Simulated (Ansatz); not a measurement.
# What DFT gives for PdPt$_{2}$I$_{2}$Cl$_{4}$

```xyz
9
Lattice="-3.8133 3.8133 4.0809 3.8133 -3.8133 4.0809 3.8133 3.8133 -4.0809" Properties=species:S:1:pos:R:3 pbc="T T T"
Pd    0.0000    0.0000    0.0000
I     0.0000    0.0000    2.8415
I     0.0000    0.0000    5.3202
Pt    0.0000    3.8133    2.0404
Pt    3.8133    0.0000    2.0404
Cl    1.5525    1.5525    0.0000
Cl    2.2608   -2.2608    4.0809
Cl    2.2608    2.2608    4.0809
Cl   -2.2608    2.2608    4.0809
```

Single point in Ansatz 0.2.0 with r2SCAN, no spin polarisation. Cutoff 500 eV, PAW datasets, 6×6×6 Γ-centred k mesh, fermi-dirac filling (width 0.1 eV).

(1) Is it stable against the elements?

(2) Where is the largest force?

(3) Metal or insulator?

(4) What do density and ELF say about some of the short contacts?

(5) Is the cell too large or too small?

Origin: a known structure type with other elements, at an estimated volume, so it need not be a known compound. Caveats: many states at the Fermi level without spin polarisation, so a magnetic state may lie lower; atoms or cell far from equilibrium.

Results:

(1) 0.73 eV an atom against the elements' usual phases (free molecules for gases, crystals otherwise, with no correction for O₂ or N₂), so at this geometry it isn't bound against them. Relaxing would lower it.

(2) The largest is on I3 (and as large on other atoms): 3.44 eV/Å, components (0.00, 0.00, 3.44). It makes 180° with the line to a nearest neighbour, I2 at 2.48 Å, pointing away from it.

(3) It is a metal, with about 15 states/eV a cell as the mean within 0.25 eV of the Fermi level, mostly Pt d (73 %), I p (13 %) and Cl p (12 %).

(4) Pd–Cl at 2.20 Å: least valence density 0.79 e/Å³ and ELF 0.35 there. I–I at 2.48 Å: least valence density 0.73 e/Å³ and ELF 0.63 there. I–Pd at 2.84 Å: least valence density 0.29 e/Å³ and ELF 0.26 there. These are pseudo-fields; inside the PAW spheres they differ from the all-electron ones.

(5) The pressure is 4.1 GPa (compression positive), so with the atoms held at these fractions the cell would first expand; the forces are large, so a full relaxation may end otherwise. The principal stresses 2.9, 2.9, 6.3 GPa differ, so its shape would change too.
